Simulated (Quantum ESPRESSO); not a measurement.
MgGa3SP3, finding a planted mistake in a log

Simulated, not a measurement. The program is pw.x of Quantum ESPRESSO 7.5 (plane-wave density functional theory). The cell is made up: 8 atoms on a zincblende/diamond lattice, with randomly drawn elements, strain and displacements, not relaxed. PseudoDojo standard norm-conserving files (v0.5 for PBE, v0.4.1 for LDA and PBEsol) set the functional; there is no spin polarisation, spin-orbit coupling or dispersion term, and the masses in the input are unused placeholders.

Intended input:

```
&control calculation='scf', pseudo_dir='./dojo.nc.sr.pbe.v0_5.standard.upf', outdir='./o', disk_io='medium', tprnfor=.true., tstress=.true. /
&system ibrav=0, nat=8, ntyp=4, nbnd=41, ecutwfc=84.00895049, nosym=.true., tot_charge=0,
 occupations='smearing', smearing='fd', degauss=0.0018374661
/
&electrons conv_thr=7.350e-09, electron_maxstep=60, /
ATOMIC_SPECIES
Ga 1.0 Ga.upf
Mg 1.0 Mg.upf
P 1.0 P.upf
S 1.0 S.upf
CELL_PARAMETERS angstrom
5.6116 -0.0604 0.0356
-0.0604 5.5428 -0.0349
0.0356 -0.0349 5.5396
ATOMIC_POSITIONS angstrom
Mg -0.0254 -0.0278 -0.0079
Ga -0.0121 2.7652 2.796
Ga 2.8111 -0.0335 2.7535
Ga 2.7766 2.7525 -0.0002
S 1.4049 1.359 1.4139
P 1.3919 4.1288 4.1315
P 4.2247 1.2684 4.146
P 4.1864 4.1048 1.3747
K_POINTS automatic
4 4 4 1 1 1
```

The log is shortened where brackets say so; the opening notice, blank lines, dates and the lines on written files are dropped, and the path of the files is cut. It prints rydbergs, bohrs and kilobars, and counts compression as positive stress. Where no state is partly filled, the Fermi energy that it prints is only some level between the filled and the empty states on the mesh, and need not lie in the true gap.

Log of the intended run:

```
     Program PWSCF v.7.5
     Parallel version (MPI & OpenMP), running on       1 processor cores
     Number of MPI processes:                 1
     Threads/MPI process:                     1
     [start-up lines left out]
     bravais-lattice index     =            0
     lattice parameter (alat)  =      10.6052  a.u.
     unit-cell volume          =    1162.5334 (a.u.)^3
     number of atoms/cell      =            8
     number of atomic types    =            4
     number of electrons       =        70.00
     number of Kohn-Sham states=           41
     kinetic-energy cutoff     =      84.0090  Ry
     charge density cutoff     =     336.0358  Ry
     scf convergence threshold =      7.3E-09
     mixing beta               =       0.7000
     number of iterations used =            8  plain     mixing
     Exchange-correlation= PBE
                           (   1   4   3   4   0   0   0)
     [axes and pseudopotential details left out]
   Cartesian axes
     site n.     atom                  positions (alat units)
         1        Mg     tau(   1) = (  -0.0045260  -0.0049536  -0.0014077  )
         2        Ga     tau(   2) = (  -0.0021561   0.4927265   0.4982147  )
         3        Ga     tau(   3) = (   0.5009054  -0.0059693   0.4906417  )
         4        Ga     tau(   4) = (   0.4947579   0.4904635  -0.0000356  )
         5        S      tau(   5) = (   0.2503369   0.2421580   0.2519406  )
         6        P      tau(   6) = (   0.2480204   0.7357042   0.7361853  )
         7        P      tau(   7) = (   0.7527925   0.2260142   0.7387691  )
         8        P      tau(   8) = (   0.7459679   0.7314277   0.2449556  )
     number of k points=    32  Fermi-Dirac smearing, width (Ry)=  0.0018
                       cart. coord. in units 2pi/alat
        k(    1) = (   0.1255919   0.1287274   0.1266384), wk =   0.0625000
        k(    2) = (   0.1240020   0.1303049   0.3799277), wk =   0.0625000
     [further k points left out]
     Dense  grid:   120885 G-vectors     FFT dimensions: (  64,  64,  64)
     Estimated max dynamical RAM per process >     163.80 MB
     Initial potential from superposition of free atoms
     starting charge      69.9907, renormalised to      70.0000
     Starting wfcs are   48 randomized atomic wfcs
     total cpu time spent up to now is       18.3 secs
     per-process dynamical memory:    93.3 Mb
     Self-consistent Calculation
     iteration #  1     ecut=    84.01 Ry     beta= 0.70
     Davidson diagonalization with overlap
     ethr =  1.00E-02,  avg # of iterations =  4.1
     Threshold (ethr) on eigenvalues was too large:
     Diagonalizing with lowered threshold
     Davidson diagonalization with overlap
     ethr =  5.66E-04,  avg # of iterations =  2.0
     total cpu time spent up to now is       95.2 secs
     total energy              =    -641.34525862 Ry
     estimated scf accuracy    <       0.39397531 Ry
     iteration #  2     ecut=    84.01 Ry     beta= 0.70
     Davidson diagonalization with overlap
     ethr =  5.63E-04,  avg # of iterations =  3.7
     total cpu time spent up to now is      132.3 secs
     total energy              =    -641.43855203 Ry
     estimated scf accuracy    <       0.14607249 Ry
     [iterations 3 to 8 left out]
     iteration #  9     ecut=    84.01 Ry     beta= 0.70
     Davidson diagonalization with overlap
     ethr =  1.81E-10,  avg # of iterations =  2.8
     total cpu time spent up to now is      417.5 secs
     total energy              =    -641.47240035 Ry
     estimated scf accuracy    <       0.00000003 Ry
     iteration # 10     ecut=    84.01 Ry     beta= 0.70
     Davidson diagonalization with overlap
     ethr =  3.81E-11,  avg # of iterations =  2.0
     total cpu time spent up to now is      458.4 secs
     End of self-consistent calculation
     [lines on levels left out]
     the Fermi energy is     6.7887 ev
!    total energy              =    -641.47240036 Ry
     estimated scf accuracy    <          2.1E-09 Ry
     smearing contrib. (-TS)   =      -0.00000000 Ry
     internal energy E=F+TS    =    -641.47240036 Ry
     The total energy is F=E-TS. E is the sum of the following terms:
     one-electron contribution =    -342.03244139 Ry
     hartree contribution      =     211.39021578 Ry
     xc contribution           =    -160.17491176 Ry
     ewald contribution        =    -350.65526300 Ry
     convergence has been achieved in  10 iterations
     Forces acting on atoms (cartesian axes, Ry/au):
     atom    1 type  2   force =     0.00873229    0.01643557   -0.00786706
     atom    2 type  1   force =    -0.02310228    0.01770689    0.00636025
     atom    3 type  1   force =     0.02265459   -0.02419229    0.01694618
     atom    4 type  1   force =     0.02177086    0.01239984   -0.02562355
     atom    5 type  4   force =     0.00405977    0.01056132    0.00057333
     atom    6 type  3   force =     0.01945575   -0.02394963   -0.01293234
     atom    7 type  3   force =    -0.02497630    0.02371657   -0.00628263
     atom    8 type  3   force =    -0.02859468   -0.03267828    0.02882580
     Total force =     0.095686     Total SCF correction =     0.000137
     Computing stress (Cartesian axis) and pressure
          total   stress  (Ry/bohr**3)                   (kbar)     P=        8.47
   0.00002703   0.00007393  -0.00009293            3.98       10.88      -13.67
   0.00007393   0.00006412  -0.00000713           10.88        9.43       -1.05
  -0.00009293  -0.00000713   0.00008164          -13.67       -1.05       12.01
     init_run     :     17.25s CPU     18.14s WALL (       1 calls)
     electrons    :    419.32s CPU    440.08s WALL (       1 calls)
     forces       :      5.39s CPU      5.46s WALL (       1 calls)
     stress       :     21.97s CPU     22.14s WALL (       1 calls)
     [timing details left out]
     PWSCF        :   7m44.25s CPU   8m 6.81s WALL
     JOB DONE.
```

A second run was made from an input with one planted mistake. Its log:

```
     Program PWSCF v.7.5
     Parallel version (MPI & OpenMP), running on       1 processor cores
     Number of MPI processes:                 1
     Threads/MPI process:                     1
     [start-up lines left out]
     bravais-lattice index     =            0
     lattice parameter (alat)  =      10.6052  a.u.
     unit-cell volume          =    1162.5334 (a.u.)^3
     number of atoms/cell      =            8
     number of atomic types    =            4
     number of electrons       =        69.00
     number of Kohn-Sham states=           41
     kinetic-energy cutoff     =      84.0090  Ry
     charge density cutoff     =     336.0358  Ry
     scf convergence threshold =      7.3E-09
     mixing beta               =       0.7000
     number of iterations used =            8  plain     mixing
     Exchange-correlation= PBE
                           (   1   4   3   4   0   0   0)
     [axes and pseudopotential details left out]
   Cartesian axes
     site n.     atom                  positions (alat units)
         1        Mg     tau(   1) = (  -0.0045260  -0.0049536  -0.0014077  )
         2        Ga     tau(   2) = (  -0.0021561   0.4927265   0.4982147  )
         3        Ga     tau(   3) = (   0.5009054  -0.0059693   0.4906417  )
         4        Ga     tau(   4) = (   0.4947579   0.4904635  -0.0000356  )
         5        S      tau(   5) = (   0.2503369   0.2421580   0.2519406  )
         6        P      tau(   6) = (   0.2480204   0.7357042   0.7361853  )
         7        P      tau(   7) = (   0.7527925   0.2260142   0.7387691  )
         8        P      tau(   8) = (   0.7459679   0.7314277   0.2449556  )
     number of k points=    32  Fermi-Dirac smearing, width (Ry)=  0.0018
                       cart. coord. in units 2pi/alat
        k(    1) = (   0.1255919   0.1287274   0.1266384), wk =   0.0625000
        k(    2) = (   0.1240020   0.1303049   0.3799277), wk =   0.0625000
     [further k points left out]
     Dense  grid:   120885 G-vectors     FFT dimensions: (  64,  64,  64)
     Estimated max dynamical RAM per process >     163.80 MB
     Initial potential from superposition of free atoms
     starting charge      69.9907, renormalised to      69.0000
     Starting wfcs are   48 randomized atomic wfcs
     total cpu time spent up to now is       11.6 secs
     per-process dynamical memory:    93.3 Mb
     Self-consistent Calculation
     iteration #  1     ecut=    84.01 Ry     beta= 0.70
     Davidson diagonalization with overlap
     ethr =  1.00E-02,  avg # of iterations =  4.1
     Threshold (ethr) on eigenvalues was too large:
     Diagonalizing with lowered threshold
     Davidson diagonalization with overlap
     ethr =  3.43E-04,  avg # of iterations =  2.2
     total cpu time spent up to now is       66.3 secs
     total energy              =    -641.86420563 Ry
     estimated scf accuracy    <       0.24464331 Ry
     iteration #  2     ecut=    84.01 Ry     beta= 0.70
     Davidson diagonalization with overlap
     ethr =  3.55E-04,  avg # of iterations =  3.7
     total cpu time spent up to now is       93.3 secs
     total energy              =    -641.90023586 Ry
     estimated scf accuracy    <       0.02230482 Ry
     [iterations 3 to 9 left out]
     iteration # 10     ecut=    84.01 Ry     beta= 0.70
     Davidson diagonalization with overlap
     ethr =  4.15E-10,  avg # of iterations =  2.6
     total cpu time spent up to now is      278.8 secs
     total energy              =    -641.90694588 Ry
     estimated scf accuracy    <       0.00000005 Ry
     iteration # 11     ecut=    84.01 Ry     beta= 0.70
     Davidson diagonalization with overlap
     ethr =  6.56E-11,  avg # of iterations =  2.1
     total cpu time spent up to now is      306.9 secs
     End of self-consistent calculation
     [lines on levels left out]
     the Fermi energy is     5.7101 ev
!    total energy              =    -641.90694589 Ry
     estimated scf accuracy    <          3.5E-09 Ry
     smearing contrib. (-TS)   =      -0.00062106 Ry
     internal energy E=F+TS    =    -641.90632483 Ry
     The total energy is F=E-TS. E is the sum of the following terms:
     one-electron contribution =    -342.94564521 Ry
     hartree contribution      =     211.07336664 Ry
     xc contribution           =    -159.37878326 Ry
     ewald contribution        =    -350.65526300 Ry
     convergence has been achieved in  11 iterations
     Forces acting on atoms (cartesian axes, Ry/au):
     atom    1 type  2   force =     0.01869348    0.02751960    0.00129014
     atom    2 type  1   force =    -0.00908247    0.00905736   -0.00160196
     atom    3 type  1   force =     0.01190467   -0.00962110    0.00863105
     atom    4 type  1   force =     0.01138598    0.00424744   -0.01377932
     atom    5 type  4   force =     0.00806385    0.01372716    0.00427330
     atom    6 type  3   force =     0.02636392   -0.03241472   -0.02005464
     atom    7 type  3   force =    -0.03194438    0.02884989   -0.01358833
     atom    8 type  3   force =    -0.03538504   -0.04136561    0.03482976
     Total force =     0.102739     Total SCF correction =     0.000139
     Computing stress (Cartesian axis) and pressure
          total   stress  (Ry/bohr**3)                   (kbar)     P=      -95.77
  -0.00067188   0.00010514  -0.00005379          -98.84       15.47       -7.91
   0.00010514  -0.00064340   0.00002410           15.47      -94.65        3.54
  -0.00005379   0.00002410  -0.00063779           -7.91        3.54      -93.82
     init_run     :     10.73s CPU     11.52s WALL (       1 calls)
     electrons    :    283.98s CPU    295.33s WALL (       1 calls)
     forces       :      3.44s CPU      3.49s WALL (       1 calls)
     stress       :     13.69s CPU     13.80s WALL (       1 calls)
     [timing details left out]
     PWSCF        :   5m11.99s CPU   5m24.45s WALL
     JOB DONE.
```

Question: what was wrong in the second input?

Answer: the cell has the wrong charge. The input lines that differ, file-writing options aside:

```
- &system ibrav=0, nat=8, ntyp=4, nbnd=41, ecutwfc=84.00895049, nosym=.true., tot_charge=0,
+ &system ibrav=0, nat=8, ntyp=4, nbnd=41, ecutwfc=84.00895049, nosym=.true., tot_charge=1,
```

```
                                            intended run  run with the mistake
                          free energy (eV)     -8727.677             -8733.589
                    smearing term -TS (eV)        0.0000               -0.0084
                            pressure (GPa)          0.85                 -9.58
            largest force component (eV/Å)         0.840                 1.064
largest change of a force component (eV/Å)                               0.375
                                iterations            10                    11
```

For scale, a rerun of the intended cell at 1437 eV and a 6 x 6 x 6 mesh moved values by no more than 0.007 eV in energy, 0.02 GPa in stress and 0.003 eV/Å in force. The charged cell sits in a uniform background, so its energy and stress rest on the program's zero of potential.